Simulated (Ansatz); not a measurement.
The start is a relaxed Hf cell, doubled along one cell vector, shaken by Gaussian noise of σ = 0.08 Å a coordinate. The structure is fully relaxed (lattice and positions, P = 0) with r2SCAN (plane waves to 500 eV, PAW, scalar-relativistic; Ansatz, a quantum-chemistry and plane-wave program). First-step values are on the input's coarse k-mesh.

Ansatz input (later rounds restart from its end on a renewed k-mesh):
Ansatz 0.2 input:
```yaml
crystal:
  lattice:
    - [10.2756538026, -0.0000000001, 0]
    - [-2.5689134506, 4.4494886168, 0]
    - [0, 0, 2.7183562856]
  atoms:
    - { symbol: Hf, position: [0.1747354122, 0.6477358904, -0.0017371552] }
    - { symbol: Hf, position: [0.6838908701, 0.6852225629, 0.0142348688] }
    - { symbol: Hf, position: [0.3411290584, 0.3002638573, -0.0386862052] }
    - { symbol: Hf, position: [0.836888386, 0.3296146294, 0.0078082759] }
basis: { ecutwfc: 500, ecutrho_ratio: 4, xc_grid: 4, fft_grid_basis: typed }
kpoints: { mp_grid: { grid: [4, 7, 12] } }
hamiltonian:
  xc: r2scan
  dispersion: none
  pseudopotentials: { kind: paw }
scf: { occupations: { method: fermi_dirac, width: 0.05 } }
relax: { f_tol: 0.01, max_steps: 100, cell: { stress_tol: 0.02 } }
output: { forces: true, stress: true }
```

**Question.** What is the largest force in the starting geometry, and on which atom (counted from 1)?

**Answer.** 0.49 eV/Å, on Hf1 (atoms numbered as listed).

**Question.** How much energy is released per atom?

**Answer.** 1.79 eV/atom.

**Question.** What does it relax into? Give the structure.

**Answer.** 
```cif
data_Hf4
_chemical_formula_sum 'Hf4'
_space_group_name_H-M_alt 'Fm-3m'
_space_group_IT_number 225
_space_group_name_Hall '-F 4 2 3'
_cell_length_a 4.47732
_cell_length_b 4.47732
_cell_length_c 4.47732
_cell_angle_alpha 90.000
_cell_angle_beta 90.000
_cell_angle_gamma 90.000
loop_
_atom_site_label
_atom_site_type_symbol
_atom_site_symmetry_multiplicity
_atom_site_Wyckoff_symbol
_atom_site_fract_x
_atom_site_fract_y
_atom_site_fract_z
_atom_site_occupancy
Hf1 Hf 4 a 0.00000 0.00000 0.00000 1
```
(The calculation used a cell of 1 atom; values per cell refer to that cell.)

Final values are on a 18×18×18 k-mesh of the relaxed cell. No spin polarisation in the result.

The relaxed structure here is a generated cell of Hf: the first start was made by placing the elements on the sites of a structure type, and the end was not matched to a known phase here, so it may be hypothetical. Known forms of Hf include space group No. 194.
